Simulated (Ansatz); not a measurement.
Al:
```yaml
crystal:
  lattice:
    - [-1.59354, 1.59354, 1.59354]
    - [1.59354, -1.59354, 1.59354]
    - [1.59354, 1.59354, -1.59354]
  atoms:
    - { symbol: Al, position: [0.00000, 0.00000, 0.00000] }
```

Relaxed with r²SCAN.

### Question
Map the electron localisation function on the plane through (0.000, 0.000, 0.000) spanned by u = [1, 1, 0] and v = [1, -1, 0] in lattice vectors, from the program Ansatz at the r²SCAN level (PAW).

### Answer
x is the fraction of u, y of v (the angle between them is 90°; rows are the nearest grid lines); atoms in the plane: Al at (0.00, 0.00), Al at (0.50, 0.50).
```
|@: .=**+++**=. :@|
|:  .+**+++**+.  :|
|   -***+++***-   |
|..-*##**+**##*-..|
|=+*###*****###*+=|
|########*########|
|#################|
|**#####***#####**|
|***##*+-:-+*##***|
|++*#*=:   :=*#*++|
|++**+:     :+**++|
|++**=. .%. .=**++|
|++**=. .%. .=**++|
|++**+:     :+**++|
|++*#*=:   :=*#*++|
|***##*+-:-+*##***|
|**#####***#####**|
|#################|
|########*########|
|=+*###*****###*+=|
|..-*##**+**##*-..|
|   -***+++***-   |
|:  .+**+++**+.  :|
|@: .=**+++**=. :@|
```
Scale: ten equal steps from 0.033 (start of ' ') to 0.801 (end of '@'), in the order ' .:-=+*#%@'; x runs from 0.000 to 1.00, y from 0.000 (bottom) to 1.00 (top).

The density is the valence pseudo-density with augmentation charge, so density and ELF within about 1 Å of a nucleus are not all-electron values.

Space group Im-3m (bcc (W type)). The first step of the workflow began from a Materials Project structure, measured or hypothetical; the Crystallography Open Database copy checked does not list it. It is not the phase usual at ambient conditions (space group No. 225). The r²SCAN relaxation kept the symmetry of its start. At this level the phase is mechanically unstable.

Potentials: the earlier of the program's two PAW sets.
